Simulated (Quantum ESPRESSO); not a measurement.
# Planted mistakes on one cell of Si3PC3B

The results below are calculated, not measured. They come from pw.x of Quantum ESPRESSO 7.5, a plane-wave density functional program, with PseudoDojo standard norm-conserving files (v0.5 for PBE, v0.4.1 for LDA and PBEsol). The cells are made up: elements, strain and atom displacements were drawn at random, and nothing was relaxed. There is no spin polarisation, spin-orbit coupling or dispersion term.

The cell has 8 sites of a zincblende or diamond lattice. Sites 1 to 4 hold Si Si Si P; sites 5 to 8 hold C C B C. Cell vectors in Å: (4.490, 0.000, 0.000); (0.000, 4.490, 0.000); (0.000, 0.000, 4.490). Settings: PBE, cutoff 1116 eV, 4 x 4 x 4 k mesh shifted by half a step, Fermi-Dirac smearing of 0.025 eV.

The intended run has a self-consistency threshold of 1e-07 eV, a smearing term of 0.000 eV, a pressure of -7.72 GPa and 12 iterations. Each further run changes one thing: all lengths scaled by 1.0154; atoms of sites 4 and 5 exchanged; cutoff 782 eV; files of PBEsol; k mesh 2 x 2 x 2; one electron added; smearing 0.4 eV; threshold 0.2 eV. A coarse mesh keeps the shift, and a charged cell sits in a uniform background.

```
run,change of free energy (eV),smearing term -TS (eV),change of P (GPa),largest change of a force component (eV/Å),iterations
A,0.295,0.000,-6.61,0.198,12
B,-0.093,-0.335,0.13,0.116,10
C,0.203,0.000,-1.83,0.004,12
D,1.395,0.000,-3.09,0.048,12
E,0.022,0.000,0.26,0.147,4
F,0.509,0.000,0.39,0.060,12
G,5.659,0.000,18.64,5.461,11
H,10.713,-0.004,22.82,0.421,11
```

A rerun of the intended cell at 1347 eV and k mesh 6 x 6 x 6 moved values by no more than 0.008 eV in the cell's energy, 0.04 GPa in stress and 0.002 eV/Å in force.

Question: which change belongs to which run?

## Worked reading

Run E has the fewest iterations, as a run stopped early does. Run B has the largest smearing term, as wide smearing gives. Run A changes the volume by a factor of 1.0469; minus its pressure change over the logarithm of that factor, 144 GPa, is a rough bulk modulus with clamped atoms. Energies from files of another functional, or of a charged cell, have another zero and say nothing on stability; the pressure of a charged cell rests on the program's zero of potential too.

## Key

| run | change |
| --- | --- |
| A | all lengths scaled by 1.0154 |
| B | smearing 0.4 eV |
| C | cutoff 782 eV |
| D | files of PBEsol |
| E | threshold 0.2 eV |
| F | k mesh 2 x 2 x 2 |
| G | atoms of sites 4 and 5 exchanged |
| H | one electron added |